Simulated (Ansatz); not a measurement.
One crystal and one scan (energy against volume) at two levels, PBEsol (plane waves to 420 eV, PAW, scalar-relativistic; Ansatz, a program for electronic structure) and PBE (plane waves to 420 eV, PAW, scalar-relativistic; Ansatz), each from its own relaxed cell and on its own mesh. The cell shown is that of PBEsol.

PbSe (rock salt)

```xyz
2
Lattice="0.0000 3.0508 3.0508 3.0508 0.0000 3.0508 3.0508 3.0508 0.0000" Properties=species:S:1:pos:R:3 pbc="T T T"
Se     0.0000     0.0000     0.0000
Pb     3.0508     3.0508     3.0508
```

E(V) scan at fixed shape, V₀ the volume above. Symmetry pins the atoms to their sites.

Energies are smeared free energies. PbSe was relaxed with its symmetry unable to fall. Spin-orbit coupling is left out, though Pb is heavy. The PAW data are Ansatz's earlier set. Percentages come from the unrounded values. Both scans cover V/V₀ from 0.900 to 1.100.

Results of PBEsol:

| Quantity | Result |
|---|---|
| Lattice constant a (Å) | 6.102 |
| Pressure at the smallest volume (GPa) | 7.09 |
| Energy cost of the largest compression (meV/atom) | 57.2 |
| Energy cost of the largest expansion (meV/atom) | 39.9 |
| Bulk modulus B₀ (third-order Birch-Murnaghan fit) (GPa) | 53.4 |
| Pressure for 5 % compression (fit) (GPa) | 3.1 |

**Question.** What does PBE give for the same quantities?

**Answer.** 
| quantity | PBE | PBEsol − PBE |
|---|---|---|
| Lattice constant a (Å) | 6.218 | -0.116 (-1.9 %) |
| Pressure at the smallest volume (GPa) | 6.17 | +0.92 (+15 %) |
| Energy cost of the largest compression (meV/atom) | 52.6 | +4.6 (+8.7 %) |
| Energy cost of the largest expansion (meV/atom) | 36.9 | +3.0 (+8.1 %) |
| Bulk modulus B₀ (third-order Birch-Murnaghan fit) (GPa) | 46.5 | +6.9 (+15 %) |
| Pressure for 5 % compression (fit) (GPa) | 2.7 | +0.4 (+15 %) |

PBEsol gives the higher value for: pressure at the smallest volume; energy cost of the largest compression; energy cost of the largest expansion; bulk modulus B₀; pressure for 5 % compression. PBEsol gives the lower value for: lattice constant a. Neither level is exact: the differences show how much the result hangs on the functional.

(Under strain, the slope of the energy per volume gives the stress and its curvature an elastic modulus.)
